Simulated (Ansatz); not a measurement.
Given:

LiCl:
```
LiCl
1.0
    0.00000     2.53237     2.53237
    2.53237     0.00000     2.53237
    2.53237     2.53237     0.00000
Li Cl
1 1
Direct
  0.00000   0.00000   0.00000
  0.50000   0.50000   0.50000
```

This is the PBEsol-relaxed structure.

Question: All from PBEsol (plane waves, PAW; program Ansatz), unless another level is named. Give the HSE06 gap on the PBEsol cell.

Answer: 7.96 eV.

Question: Next, the valence-band maximum?

Answer: on the K–Γ line, 79 % of the way from K.

Question: Next, the conduction-band minimum?

Answer: at Γ.

Space group Fm-3m (rock salt). The cell was relaxed with PBEsol under the symmetry of its start.

Potentials: the earlier of the program's two PAW sets. The files were generated under PBE; for other functionals the program regenerates the frozen cores, and for LDA and PBEsol the local potential too.
